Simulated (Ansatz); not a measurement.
Each is relaxed and computed with r²SCAN (plane waves, PAW; program Ansatz). Which is the only metal?
A. In2Ge2O7, C2/m (Pearson symbol mS22)
B. TiO2, rutile
C. Ti5Ge3, P6_3/mcm (Ti on 6g, Ti on 4d, Ge on 6g)
D. TiNCl, Pmmn (Ti on 2b, N on 2a, Cl on 2a)

C, Ti5Ge3, P6_3/mcm (Ti on 6g, Ti on 4d, Ge on 6g). Ti5Ge3: metal; TiO2: gap 2.22 eV (direct); TiNCl: gap 0.89 eV (direct); In2Ge2O7: gap 2.75 eV (direct). Standing as an ambient phase not checked: Ti5Ge3, P6_3/mcm (Ti on 6g, Ti on 4d, Ge on 6g); TiNCl, Pmmn (Ti on 2b, N on 2a, Cl on 2a); In2Ge2O7, C2/m (Pearson symbol mS22). Weakly bound layers, chains or molecules computed without a dispersion correction, so cells and soft constants are ill determined: TiNCl, Pmmn (Ti on 2b, N on 2a, Cl on 2a). All cells were relaxed under the symmetry of their starts (and spin orders); stability against distortions was not tested throughout. Rows with no word on spin ran without spin polarisation. Scalar-relativistic: spin–orbit coupling is off unless named, which matters more the heavier the elements.

Potentials: the later of the program's two PAW sets.
